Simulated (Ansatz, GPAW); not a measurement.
Given: the input of a run of GPAW 26.7.0 (ASE script) on Ge3Pd. The cell comes from a database or a generator and needn't be the stable form of this composition.

run.py

```python
from ase import Atoms
from ase.dft.bandgap import bandgap
from ase.io import write
from ase.units import Bohr, GPa
from gpaw import GPAW, PW, setup_paths
from gpaw.elf import elf_from_dft_calculation

setup_paths.insert(0, '.')

atoms = Atoms(['Pd', 'Ge', 'Ge', 'Ge'],
              cell=[[4.142023, 0.0, 0.0],
                    [0.0, 4.142023, 0.0],
                    [0.0, 0.0, 4.142023]],
              scaled_positions=[[0.0, 0.0, 0.0],
                                [0.5, 0.5, 0.0],
                                [0.5, 0.0, 0.5],
                                [0.0, 0.5, 0.5]],
              pbc=True)

calc = GPAW(mode=PW(600),
            xc='PBEsol',
            kpts={'size': (7, 7, 7), 'gamma': True},
            occupations={'name': 'fermi-dirac', 'width': 0.05},
            nbands=27,
            convergence={'density': 1e-05, 'energy': 1e-05},
            maxiter=150,
            txt='gpaw.txt')
atoms.calc = calc
energy = atoms.get_potential_energy()
forces = atoms.get_forces()
stress = atoms.get_stress()
calc.write('gs.gpw')
write('result.traj', atoms)
print(f'Energy: {energy:.6f} eV')
print('Forces (eV/A):')
print(forces.round(4))
print('Stress (GPa):', (stress / GPa).round(3))
print('Fermi level:', round(calc.get_fermi_level(), 4), 'eV')
print(f'Gap: {bandgap(calc)[0]:.4f} eV, direct: {bandgap(calc, direct=True)[0]:.4f} eV')

# fields on the real-space grid
write('density.cube', atoms, data=calc.get_pseudo_density() * Bohr**3)
write('potential.cube', atoms, data=calc.get_electrostatic_potential())
write('elf.cube', atoms, data=elf_from_dft_calculation(calc).data)
```

Potentials or basis: PAW data sets generated in the run's folder for this functional, pw.

The run is started by

```sh
$ gpaw-setup -f PBEsol Ge Pd
$ OMP_NUM_THREADS=1 python run.py
```

Problem. Translate it to Ansatz 0.2.0. Potentials or basis there: Ansatz PAW, cutoff 420 eV.

Solution. As run (cutoffs and basis follow the program's own potentials, and thresholds, step limits or extra output files can differ):

The input input.yaml:

```yaml
crystal:
  lattice:
    - [4.142023, 0.0, 0.0]
    - [0.0, 4.142023, 0.0]
    - [0.0, 0.0, 4.142023]
  atoms:
    - { symbol: Pd, position: [0.0, 0.0, 0.0] }
    - { symbol: Ge, position: [0.5, 0.5, 0.0] }
    - { symbol: Ge, position: [0.5, 0.0, 0.5] }
    - { symbol: Ge, position: [0.0, 0.5, 0.5] }
hamiltonian:
  xc: pbesol
  pseudopotentials: { kind: paw }
kpoints:
  mp_grid: { grid: [7, 7, 7] }
scf:
  occupations: { method: fermi_dirac, width: 0.05 }
output:
  forces: true
  stress: true
  eigenvalues: true
```

Potentials or basis: Ansatz PAW.

The run is started by

```sh
$ ansatz run input.yaml --threads 1 --pin off --max-ram 3584MiB --backend cpu --events-out ev --progress --plain --runs-dir out
```

Both were run:

|  | GPAW | Ansatz |
| --- | --- | --- |
| Pressure | -4.8 GPa | -4.7 GPa |

Ansatz's pressure holds a Pulay term of +0.03 GPa for its cutoff of 420 eV, which the other run lacks.

The potentials hold 28 and 60 valence electrons a cell.

Ansatz's potentials were made for PBE.

Where Ansatz's input types no cutoff or centring, it takes its own default and a Γ-centred mesh.

Pressure is positive in compression.
